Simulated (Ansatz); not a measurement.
HgTe:
```
HgTe
1.0
    4.67509     0.00000     0.00000
   -2.33755     4.04875     0.00000
    0.00000     0.00000    10.38579
Hg Te
3 3
Cartesian
  1.61555   2.79821   0.00000
  1.44399   0.00000   6.92386
 -0.72200   1.25054   3.46193
  1.19475   2.06936   5.19289
  2.28560   0.00000   1.73096
 -1.14280   1.97939   8.65482
```

Relaxed with r²SCAN.

### Question
Map the valence electron density (e/Å³), cut off at 0.6 on the plane through (0.309, 0.000, 0.667) spanned by u = [1, 0, 0] and v = [0, 0, 1] in lattice vectors, from r²SCAN in the plane-wave PAW code Ansatz.

### Answer
x is the fraction of u, y of v (the angle between them is 90°; rows are the nearest grid lines); atoms in the plane: Hg at (0.00, 0.00), Te at (0.18, 0.50).
```
y \ x   0.000  0.0870  0.174  0.261  0.348  0.435  0.565  0.652  0.739  0.826  0.913   1.00
------  -----  ------  -----  -----  -----  -----  -----  -----  -----  -----  -----  -----
1.00    0.600   0.600  0.600  0.279  0.061  0.024  0.023  0.063  0.289  0.600  0.600  0.600
0.925   0.600   0.600  0.425  0.121  0.047  0.029  0.026  0.043  0.125  0.439  0.600  0.600
0.850   0.104   0.086  0.059  0.044  0.041  0.041  0.036  0.034  0.041  0.063  0.092  0.104
0.775   0.028   0.026  0.025  0.030  0.044  0.061  0.068  0.053  0.039  0.031  0.029  0.028
0.700   0.024   0.029  0.039  0.057  0.094  0.162  0.207  0.140  0.069  0.035  0.024  0.024
0.625   0.119   0.199  0.257  0.260  0.233  0.220  0.195  0.129  0.067  0.046  0.063  0.119
0.550   0.600   0.600  0.600  0.600  0.600  0.294  0.093  0.050  0.042  0.077  0.221  0.600
0.450   0.600   0.600  0.600  0.600  0.600  0.294  0.093  0.050  0.042  0.077  0.221  0.600
0.375   0.119   0.199  0.256  0.259  0.233  0.220  0.195  0.129  0.067  0.046  0.063  0.119
0.300   0.024   0.029  0.039  0.057  0.094  0.162  0.207  0.140  0.069  0.035  0.024  0.024
0.225   0.028   0.025  0.025  0.030  0.044  0.061  0.068  0.053  0.039  0.031  0.029  0.028
0.150   0.103   0.086  0.059  0.044  0.041  0.041  0.036  0.034  0.041  0.063  0.091  0.103
0.0750  0.600   0.600  0.425  0.121  0.047  0.029  0.026  0.043  0.125  0.439  0.600  0.600
0.000   0.600   0.600  0.600  0.279  0.061  0.024  0.023  0.063  0.289  0.600  0.600  0.600
```

The density is the valence pseudo-density with augmentation charge, so density and ELF within about 1 Å of a nucleus are not all-electron values.

Space group P3_221. The workflow started from a Materials Project entry (that database holds measured and hypothetical structures alike); the Crystallography Open Database copy checked does not list it. It is not the phase usual at ambient conditions (space group No. 216). The cell was relaxed with r²SCAN under the symmetry of its start; whether a distortion lowers the energy is not shown. Spin–orbit coupling is left out wherever it is not named.

Potentials: the later of the program's two PAW sets.
